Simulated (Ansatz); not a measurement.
## Compressing AlCr₂C: a fit and a missing row

AlCr₂C, P6_3/mmc, a = 2.842 Å, c = 12.690 Å. The structure is a Materials Project entry; whether it is the stable form wasn't checked. Ansatz: PBE, PAW, 420 eV, Γ-centred 12×12×4 mesh on 8 atoms, Gaussian smearing 0.10 eV; no spin polarisation. Shape and atoms are relaxed at each volume; pressure is positive in compression.

```
V (Å³/atom) P (GPa)
      9.763    31.72
     10.096        ?
     10.429    13.29
     10.762     6.11
     11.094     0.00
     11.427    -5.17
     11.760    -9.56
     12.204   -14.35
```

**Question.** Take V0 = 11.094 Å³/atom, fit the third-order Birch–Murnaghan form to the other rows, and predict the missing pressure.

**Answer.** With the Eulerian strain f = ½[(V0/V)^(2/3) − 1] and y = P/[3f(1 + 2f)^(5/2)], the form is the line y = B0 + 1.5 B0 (B0′ − 4) f. Rows (f, y): 0.04447, 192.1; 0.02104, 189.9; 0.01023, 189.3; -0.00976, 185.5; -0.01906, 184.3; -0.03080, 182.1. Means f = 0.002687, y = 187.20; Σ(Δf)² = 0.003889, ΣΔfΔy = 0.5251; the slope is their ratio. y = 186.8 + 135.0 f GPa, so B0 = 186.8 GPa and B0′ = 4 + 2 × (135.0)/(3 × 186.8) = 4.48. At V = 10.096, f = 0.03243, y = 191.18 and P = 21.76 GPa. The run gave 21.75 GPa, so the fit is 0.01 GPa too high, within the rms miss on the fitted rows (0.05 GPa).

Spin polarisation was left out, and a magnetic state may lie lower.